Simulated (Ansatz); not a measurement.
Theory: DFT PBE, scalar-relativistic, plane waves, PAW (Ansatz). All cells share a 420 eV cutoff and Γ-centred k meshes spaced at most about 0.3 Å⁻¹ (about 0.25 or finer for metals, 2π included). No spin polarisation in the final relaxations.

All energies are static (0 K, no zero-point motion). All come from trial cells, and lower structures may exist.

Question: These unrelaxed guesses for Cu4W are each relaxed within their symmetry. Order them by the energy at which they end, lowest first.
A.

```cif
data_structure
_symmetry_space_group_name_H-M 'P6/mmm'
_symmetry_Int_Tables_number 191
_cell_length_a 4.0812
_cell_length_b 4.0812
_cell_length_c 4.9210
_cell_angle_alpha 90.000
_cell_angle_beta 90.000
_cell_angle_gamma 120.000
_cell_volume 70.98
loop_
_atom_site_label
_atom_site_type_symbol
_atom_site_symmetry_multiplicity
_atom_site_Wyckoff_symbol
_atom_site_fract_x
_atom_site_fract_y
_atom_site_fract_z
_atom_site_occupancy
Cu1 Cu 1 a 0.00000 0.00000 0.00000 1
Cu2 Cu 3 g 0.50000 0.00000 0.50000 1
W1 W 1 b 0.00000 0.00000 0.50000 1
```

B.

```cif
data_structure
_symmetry_space_group_name_H-M 'Im-3m'
_symmetry_Int_Tables_number 229
_cell_length_a 5.1901
_cell_length_b 5.1901
_cell_length_c 5.1901
_cell_angle_alpha 90.000
_cell_angle_beta 90.000
_cell_angle_gamma 90.000
_cell_volume 139.81
loop_
_atom_site_label
_atom_site_type_symbol
_atom_site_symmetry_multiplicity
_atom_site_Wyckoff_symbol
_atom_site_fract_x
_atom_site_fract_y
_atom_site_fract_z
_atom_site_occupancy
Cu1 Cu 8 c 0.25000 0.25000 0.75000 1
W1 W 2 a 0.00000 0.00000 0.00000 1
```

C.

```cif
data_structure
_symmetry_space_group_name_H-M 'P-43m'
_symmetry_Int_Tables_number 215
_cell_length_a 4.2115
_cell_length_b 4.2115
_cell_length_c 4.2115
_cell_angle_alpha 90.000
_cell_angle_beta 90.000
_cell_angle_gamma 90.000
_cell_volume 74.70
loop_
_atom_site_label
_atom_site_type_symbol
_atom_site_symmetry_multiplicity
_atom_site_Wyckoff_symbol
_atom_site_fract_x
_atom_site_fract_y
_atom_site_fract_z
_atom_site_occupancy
Cu1 Cu 4 e 0.25000 0.25000 0.25000 1
W1 W 1 a 0.00000 0.00000 0.00000 1
```

Answer: B (ends in Im-3m, 0 meV/atom), A (ends in P6/mmm, 26 meV/atom), C (ends in P-43m, 150 meV/atom). Even the lowest end lies +1.28 eV/atom against the elements.

Spin–orbit coupling, which can matter for W, is left out. A magnetic state wasn't ruled out in cells without spin, among them P6/mmm, P-43m. Cells relaxed within their symmetry can be saddle points. Some candidate types were left out of the draw beforehand, so a known form may be missing.
